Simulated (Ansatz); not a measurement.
**Relaxing a structure of GaPt**

The relaxed structure here is a generated cell of GaPt: the first start was made by placing the elements on the sites of a structure type, and the end was not matched to a known phase here, so it may be hypothetical.

The start is a generated cell, GaPt built in the AFLOW prototype AB_cF8_225_a_b (B1, as in NaCl). A full variable-cell relaxation at zero pressure is run with PBEsol (plane waves to 420 eV, PAW, scalar-relativistic; Ansatz, a program for electronic structure). First-step values are on the input's coarse k-mesh.

Ansatz input (later rounds restart from its end on a renewed k-mesh):
Ansatz 0.2 input:
```yaml
crystal:
  lattice:
    - [0, 2.5259762, 2.5259762]
    - [2.5259762, 0, 2.5259762]
    - [2.5259762, 2.5259762, 0]
  atoms:
    - { symbol: Ga, position: [0, 0, 0] }
    - { symbol: Pt, position: [0.5, 0.5, 0.5] }
basis: { ecutwfc: 420, ecutrho_ratio: 4, xc_grid: 2, fft_grid_basis: typed }
kpoints: { mp_grid: { grid: [11, 11, 11] } }
hamiltonian:
  xc: pbesol
  dispersion: none
  pseudopotentials: { kind: paw }
scf: { occupations: { method: fermi_dirac, width: 0.05 } }
relax: { f_tol: 0.01, max_steps: 100, cell: { stress_tol: 0.02 } }
output: { forces: true, stress: true }
```

Initial pressure: +3.7 GPa (positive: the cell is compressed)
Outcome: The space group stays Fm-3m (No. 225) (the run could not lower it); the end is rock salt type, with 2 atoms in the primitive cell
Energy released: under 0.01 eV/atom
Volume change: +2.3 %, from 16.12 to 16.49 Å³/atom
Optimiser moves: 4

It ends as:

```cif
data_Ga4Pt4
_chemical_formula_sum 'Ga4 Pt4'
_space_group_name_H-M_alt 'Fm-3m'
_space_group_IT_number 225
_space_group_name_Hall '-F 4 2 3'
_cell_length_a 5.09017
_cell_length_b 5.09017
_cell_length_c 5.09017
_cell_angle_alpha 90.000
_cell_angle_beta 90.000
_cell_angle_gamma 90.000
loop_
_atom_site_label
_atom_site_type_symbol
_atom_site_symmetry_multiplicity
_atom_site_Wyckoff_symbol
_atom_site_fract_x
_atom_site_fract_y
_atom_site_fract_z
_atom_site_occupancy
Ga1 Ga 4 a 0.00000 0.00000 0.00000 1
Pt1 Pt 4 b 0.50000 0.50000 0.50000 1
```
(The calculation used a cell of 2 atoms; values per cell refer to that cell.)

Final values are on a 16×16×16 k-mesh of the relaxed cell. No spin polarisation in the result.

The run could not lose the symmetry of its start, so the end can be a saddle point.

All atoms sit on sites fixed by symmetry, so only the cell could relax.
